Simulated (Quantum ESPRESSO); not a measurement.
Band energies of LaAlO₃

```
CELL_PARAMETERS angstrom
      3.78295     0.00000     0.00000
      0.00000     3.78295     0.00000
      0.00000     0.00000     3.78295
ATOMIC_POSITIONS crystal
  O  0.00000 0.50000 0.00000
  O  0.50000 0.00000 0.00000
  O  0.00000 0.00000 0.50000
  Al 0.00000 0.00000 0.00000
  La 0.50000 0.50000 0.50000
```

PBEsol (Quantum ESPRESSO, PseudoDojo norm-conserving, 110 Ry, without SOC); path ΓXMΓRX,MR; energies in eV from the valence-band maximum.

```
k (1/Å)  point  band 12  band 13  band 14  band 15  band 16  band 17  band 18  band 19
-------  -----  -------  -------  -------  -------  -------  -------  -------  -------
0.00         Γ    -1.46    -1.46    -0.11    -0.11    -0.11     3.44     3.44     4.67
0.21              -1.57    -1.57    -0.43    -0.22    -0.22     3.67     3.76     4.63
0.42              -1.74    -1.74    -1.21    -0.51    -0.51     4.11     4.34     4.56
0.83         X    -2.51    -1.67    -1.67    -1.08    -1.08     4.36     4.49     4.68
1.04              -2.44    -1.85    -1.28    -1.20    -1.07     4.36     4.52     4.68
1.45              -2.40    -1.94    -1.49    -1.13    -0.18     4.38     4.42     4.66
1.66         M    -2.78    -1.49    -1.30    -1.30    -0.02     4.38     4.38     4.68
2.00              -2.29    -1.90    -1.81    -1.10    -0.23     4.38     4.43     4.64
2.16              -2.34    -1.97    -1.31    -1.25    -0.23     4.35     4.42     4.66
2.50              -1.76    -1.46    -1.05    -0.41    -0.14     4.00     4.01     4.62
2.67              -1.54    -1.47    -0.39    -0.18    -0.12     3.62     3.63     4.70
2.84         Γ    -1.46    -1.46    -0.11    -0.11    -0.11     3.44     3.44     4.67
3.00              -1.62    -1.42    -0.38    -0.13    -0.13     3.61     3.61     4.76
3.15              -1.98    -1.31    -1.08    -0.21    -0.21     3.95     3.95     4.62
3.47              -2.55    -2.55    -0.91    -0.41    -0.41     4.35     4.35     4.62
3.63              -2.62    -2.62    -0.65    -0.48    -0.48     4.42     4.42     4.61
3.95              -1.83    -1.83    -0.35    -0.35    -0.19     4.50     4.50     4.58
4.11              -1.54    -1.54    -0.12    -0.12    -0.05     4.52     4.52     4.54
4.27         R    -1.45    -1.45     0.00     0.00     0.00     4.53     4.53     4.53
4.44              -1.59    -1.50    -0.16    -0.13    -0.04     4.52     4.52     4.55
4.61              -2.05    -1.63    -0.46    -0.40    -0.18     4.48     4.50     4.57
4.94              -2.70    -1.78    -0.98    -0.87    -0.79     4.41     4.53     4.63
5.11              -2.74    -1.53    -1.25    -1.18    -0.99     4.38     4.60     4.62
5.45         X    -2.51    -1.67    -1.67    -1.08    -1.08     4.36     4.49     4.70
5.45         M    -2.78    -1.49    -1.30    -1.30    -0.02     4.38     4.38     4.68
5.78              -2.60    -1.48    -0.95    -0.95    -0.02     4.43     4.43     4.67
5.95              -2.09    -1.47    -0.55    -0.55    -0.01     4.48     4.48     4.59
6.28         R    -1.45    -1.45     0.00     0.00     0.00     4.53     4.53     4.53
```

The PBEsol gap is indirect, 3.44 eV, from R to Γ; the smallest direct gap is 3.55 eV.

The 4f states are in the valence at their DFT position. The cell is held in this high symmetry; tilts and polar distortions were not searched.

Geometry of the Materials Project entry, not relaxed at this level.

This is not the ordinary phase of the substance.
